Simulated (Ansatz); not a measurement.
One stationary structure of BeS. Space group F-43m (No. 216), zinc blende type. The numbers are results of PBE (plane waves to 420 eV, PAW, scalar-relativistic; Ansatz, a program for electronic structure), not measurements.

```xyz
2
Lattice="0.0000 2.4380 2.4380 2.4380 0.0000 2.4380 2.4380 2.4380 0.0000" Properties=species:S:1:pos:R:3 pbc="T T T"
Be     2.4380     2.4380     2.4380
S      1.2190     1.2190     1.2190
```

### Question
What is the computed band gap (PBE)?

### Answer
3.15 eV, indirect (valence top at Γ, conduction bottom at X) (no spin-orbit coupling).

### Question
Give the smallest direct gap at the level PBE.

### Answer
5.61 eV at 89 % of the way from K to Γ.

No spin polarisation in the result.

It was reached from a disturbed copy of a P-6m2 (No. 187) cell (AFLOW prototype AB_hP2_187_d_a (B_h, as in WC)), against which it lies -0.95 eV/atom.
